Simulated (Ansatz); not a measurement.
RuW (L1₀ or tetragonal B2, P4/mmm) at seven volumes, the program Ansatz at the r²SCAN level (PAW), shape and atoms relaxed at each. One row is withheld.

| V (Å³/atom) | P (GPa) |
|---|---|
| 13.412 | 37.72 |
| 13.854 | 23.08 |
| 14.296 | ? |
| 14.738 | 0.00 |
| 15.180 | -8.98 |
| 15.623 | -16.61 |
| 16.065 | -23.08 |

### Question
Fit the shown pressures and predict the withheld one.

### Answer
Third-order Birch–Murnaghan: P = (3/2)B₀(x^(7/2) − x^(5/2))[1 + (3/4)(B′ − 4)(x − 1)] with x = (V₀/V)^(2/3). Least squares on the six rows gives V₀ = 14.739 Å³/atom, B₀ = 324.3 GPa, B′ = 4.44. At V = 14.296, x = 1.0206 and P = 10.59 GPa. The run itself gave 10.59 GPa.

The cell is a constructed one: a structure type filled with these elements; neither database checked (COD, Materials Project) lists it. Whether it is the stable phase at ambient conditions was not checked. The r²SCAN relaxation kept the symmetry of its start; its stability against distortions is not shown here. The run is not spin-polarised. Spin–orbit coupling is left out wherever it is not named.

Potentials: the earlier of the program's two PAW sets.
